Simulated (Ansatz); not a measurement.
The relaxed structure here is a generated cell of SnS2: the first start was made by placing the elements on the sites of a structure type, and the end was not matched to a known phase here, so it may be hypothetical. Known forms of SnS2 include space group No. 164.

A structure of SnS$_{2}$ relaxed with PBEsol (plane waves to 420 eV, PAW, scalar-relativistic; Ansatz, a first-principles code); single points at other levels follow on the same geometry (Ansatz, PAW; HSE06 at 420 eV on a 6×6×6 k-mesh; no spin-orbit coupling). Space group I4₁/amd (No. 141).

Space group I4₁/amd, origin choice 1 (No. 141); a = 5.2429 Å, b = 5.2429 Å, c = 10.8891 Å, α = 90.00°, β = 90.00°, γ = 90.00°

```json
[
 {"atom": "Sn", "site": "4b", "symmetry": "-4m2", "x": "0.0000", "y": "0.0000", "z": "0.5000"},
 {"atom": "S", "site": "8e", "symmetry": "2mm.", "x": "0.0000", "y": "0.0000", "z": "0.2773"}
]
```
(The calculation used a cell of 6 atoms; values per cell refer to that cell.)

```tsv
level	gap (eV)	kind	conduction minimum
PBEsol	0.54	indirect	Γ
HSE06	___	–	___
```

Problem. Some entries are withheld; supply them.

Solution. 
- HSE06, gap (eV): 1.45
- HSE06, conduction minimum: Γ

HSE06 gaps come from a coarse mesh plus a few chosen points, so they may be too large. No spin polarisation in the result.

The run could not lose the symmetry of its start, so the end can be a saddle point.
